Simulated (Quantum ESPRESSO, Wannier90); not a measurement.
# Tight-binding from DFT: CaSi (Cmcm)

Structure: Materials Project mp-1563, symmetrised, not relaxed again. COD (Crystallography Open Database) has an entry of this formula and space group (matched by these alone). Level: PBEsol, no spin polarisation, no spin-orbit coupling; pw.x of Quantum ESPRESSO at 55 Ry with PseudoDojo potentials, 6×6×6 k-points, Wannier90. Density: 8×8×8 mesh, cold smearing 0.01 Ry.

On the energy scale of pw.x, whose zero is arbitrary, the Fermi level lies at 7.58 eV.

Input w.win:

```
num_bands = 2
num_wann = 2
exclude_bands = 1-8,11-39
num_iter = 1000
conv_tol = 1.0e-6
conv_window = 4
write_hr = true
write_u_matrices = true
auto_projections = true
begin unit_cell_cart
ang
    0.0000000000    0.0000000000    3.9054000000
   -4.5549500000    0.0000000000    0.0000000000
    2.2774750000   -5.3456700000    0.0000000000
end unit_cell_cart
begin atoms_frac
Ca  -0.2500000000  0.1385100000  0.2770200000
Ca   0.2500000000 -0.1385100000 -0.2770200000
Si  -0.2500000000  0.4315500000 -0.1369000000
Si   0.2500000000 -0.4315500000  0.1369000000
end atoms_frac
mp_grid = 6 6 6
begin kpoints
0.0000000000 0.0000000000 0.0000000000
0.0000000000 0.0000000000 0.1666666667
0.0000000000 0.0000000000 0.3333333333
... (213 more lines: the 6x6x6 mesh through Gamma)
end kpoints
```

Input of pw2wannier90.x that gives the overlap and projection files (equivalent; here they were cut from one run over all bands):

```
&inputpp
  outdir = './out'
  prefix = 'pwscf'
  seedname = 'w'
  write_amn = .true.
  write_mmn = .true.
  atom_proj = .true.
  atom_proj_exclude = 1 2 3 4 5 6 7 8 9 10 12 13 14 16 17 18
/
```

Output w.wout (banner and timings cut):

```
                                    ------
                                    SYSTEM
                                    ------

                              Lattice Vectors (Ang)
                    a_1     0.000000   0.000000   3.905400
                    a_2    -4.554950   0.000000   0.000000
                    a_3     2.277475  -5.345670   0.000000

                   Unit Cell Volume:      95.09360  (Ang^3)

                        Reciprocal-Space Vectors (Ang^-1)
                    b_1     0.000000   0.000000   1.608846
                    b_2    -1.379419  -0.587689   0.000000
                    b_3     0.000000  -1.175378   0.000000

 *----------------------------------------------------------------------------*
 |   Site       Fractional Coordinate          Cartesian Coordinate (Ang)     |
 +----------------------------------------------------------------------------+
 | ca   1  -0.25000   0.13851   0.27702   |    0.00000  -1.48086  -0.97635    |
 | ca   2   0.25000  -0.13851  -0.27702   |    0.00000   1.48086   0.97635    |
 | si   1  -0.25000   0.43155  -0.13690   |   -2.27747   0.73182  -0.97635    |
 | si   2   0.25000  -0.43155   0.13690   |    2.27747  -0.73182   0.97635    |
 *----------------------------------------------------------------------------*
                                ------------
                                K-POINT GRID
                                ------------

             Grid size =  6 x  6 x  6      Total points =  216

 *---------------------------------- MAIN ------------------------------------*
 |  Number of Wannier Functions               :                 2             |
 |  Number of Objective Wannier Functions     :                 2             |
 |  Number of input Bloch states              :                 2             |
 |  Output verbosity (1=low, 5=high)          :                 1             |
 |  Timing Level (1=low, 5=high)              :                 1             |
 |  Optimisation (0=memory, 3=speed)          :                 3             |
 |  Length Unit                               :               Ang             |
 |  Post-processing setup (write *.nnkp)      :                 F             |
 |  Using Gamma-only branch of algorithms     :                 F             |
 *----------------------------------------------------------------------------*
 *------------------------------- WANNIERISE ---------------------------------*
 |  Total number of iterations                :              1000             |
 |  Number of CG steps before reset           :                 5             |
 |  Trial step length for line search         :             2.000             |
 |  Convergence tolerence                     :         0.100E-05             |
 |  Convergence window                        :                 4             |
 |  Iterations between writing output         :                 1             |
 |  Iterations between backing up to disk     :               100             |
 |  Write r^2_nm to file                      :                 F             |
 |  Write xyz WF centres to file              :                 F             |
 |  Write on-site energies <0n|H|0n> to file  :                 F             |
 |  Use guiding centre to control phases      :                 F             |
 |  Use phases for initial projections        :                 F             |
 *----------------------------------------------------------------------------*
 *-------------------------------- PLOTTING ----------------------------------*
 |  Plotting Hamiltonian in WF basis          :                 T             |
 *----------------------------------------------------------------------------*

 *---------------------------------- K-MESH ----------------------------------*
 +----------------------------------------------------------------------------+
 |                    Distance to Nearest-Neighbour Shells                    |
 |                    ------------------------------------                    |
 |          Shell             Distance (Ang^-1)          Multiplicity         |
 |          -----             -----------------          ------------         |
 |             1                   0.195896                      2            |
 |             2                   0.249899                      4            |
 |             3                   0.268141                      2            |
 |             4                   0.332077                      4            |
 |             5                   0.366536                      8            |
 |             6                   0.373095                      4            |
 |             7                   0.391793                      2            |
 |             8                   0.459456                      8            |
       ... (lines left out)
 +----------------------------------------------------------------------------+
 | The b-vectors are chosen automatically                                     |
 | The following shells are used:                       1,  2,  3             |
 +----------------------------------------------------------------------------+
 |                        Shell   # Nearest-Neighbours                        |
 |                        -----   --------------------                        |
 |                          1               2                                 |
 |                          2               4                                 |
 |                          3               2                                 |
 +----------------------------------------------------------------------------+
 | Completeness relation is fully satisfied [Eq. (B1), PRB 56, 12847 (1997)]  |
 +----------------------------------------------------------------------------+
 |                  b_k Vectors (Ang^-1) and Weights (Ang^2)                  |
 |                  ----------------------------------------                  |
 |            No.         b_k(x)      b_k(y)      b_k(z)        w_b           |
 |            ---        --------------------------------     --------        |
 |             1         0.000000   -0.195896    0.000000    10.664240        |
 |             2         0.000000    0.195896    0.000000    10.664240        |
 |             3        -0.229903   -0.097948    0.000000     4.729879        |
 |             4        -0.229903    0.097948    0.000000     4.729879        |
 |             5         0.229903    0.097948    0.000000     4.729879        |
 |             6         0.229903   -0.097948    0.000000     4.729879        |
 |             7         0.000000    0.000000    0.268141     6.954146        |
 |             8         0.000000    0.000000   -0.268141     6.954146        |
 +----------------------------------------------------------------------------+
 |                           b_k Directions (Ang^-1)                          |
 |                           -----------------------                          |
 |            No.           x           y           z                         |
 |            ---        --------------------------------                     |
 |             1         0.000000   -0.195896    0.000000                     |
 |             2        -0.229903   -0.097948    0.000000                     |
 |             3        -0.229903    0.097948    0.000000                     |
 |             4         0.000000    0.000000    0.268141                     |
 +----------------------------------------------------------------------------+

 Starting a new Wannier90 calculation ...

 Reading overlaps from w.mmn

 Reading projections from w.amn

 *------------------------------- WANNIERISE ---------------------------------*
 +--------------------------------------------------------------------+<-- CONV
 | Iter  Delta Spread     RMS Gradient      Spread (Ang^2)            |<-- CONV
 +--------------------------------------------------------------------+<-- CONV

 ------------------------------------------------------------------------------
 Initial State
  WF centre and spread    1  ( -2.277475,  0.620586, -0.976350 )     2.92806676
  WF centre and spread    2  (  2.277475, -0.620586,  0.976350 )     2.92806676
  Sum of centres and spreads ( -0.000000, -0.000000, -0.000000 )     5.85613353

      0     0.586E+01     0.0000000000        5.8561335208  <-- CONV
        O_D=      0.0851213 O_OD=      0.1067897 O_TOT=      5.8561335 <-- SPRD
 ------------------------------------------------------------------------------
      1    -0.329E-02     0.0530274483        5.8528449794  <-- CONV
        O_D=      0.0818328 O_OD=      0.1067897 O_TOT=      5.8528450 <-- SPRD
      2    -0.203E-03     0.0177122859        5.8526418850  <-- CONV
        O_D=      0.0816297 O_OD=      0.1067897 O_TOT=      5.8526419 <-- SPRD
      3    -0.416E-04     0.0076089506        5.8526002574  <-- CONV
        O_D=      0.0815881 O_OD=      0.1067897 O_TOT=      5.8526003 <-- SPRD
      4    -0.948E-05     0.0036858578        5.8525907779  <-- CONV
        O_D=      0.0815786 O_OD=      0.1067897 O_TOT=      5.8525908 <-- SPRD
      5    -0.161E-05     0.0017194457        5.8525891668  <-- CONV
        O_D=      0.0815770 O_OD=      0.1067897 O_TOT=      5.8525892 <-- SPRD
       ... (lines left out)
      7    -0.117E-07     0.0001582150        5.8525889569  <-- CONV
        O_D=      0.0815768 O_OD=      0.1067897 O_TOT=      5.8525890 <-- SPRD
      8    -0.235E-08     0.0000648591        5.8525889546  <-- CONV
        O_D=      0.0815768 O_OD=      0.1067897 O_TOT=      5.8525890 <-- SPRD
      9    -0.197E-09     0.0000202814        5.8525889544  <-- CONV
        O_D=      0.0815768 O_OD=      0.1067897 O_TOT=      5.8525890 <-- SPRD
             <<<     Delta < 1.000E-06  over  4 iterations     >>>
             <<< Wannierisation convergence criteria satisfied >>>
 Final State
  WF centre and spread    1  ( -2.277475,  0.620586, -0.976350 )     2.92629448
  WF centre and spread    2  (  2.277475, -0.620586,  0.976350 )     2.92629448
  Sum of centres and spreads ( -0.000000, -0.000000, -0.000000 )     5.85258896

         Spreads (Ang^2)       Omega I      =     5.664222469
        ================       Omega D      =     0.081576779
                               Omega OD     =     0.106789706
    Final Spread (Ang^2)       Omega Total  =     5.852588954
```
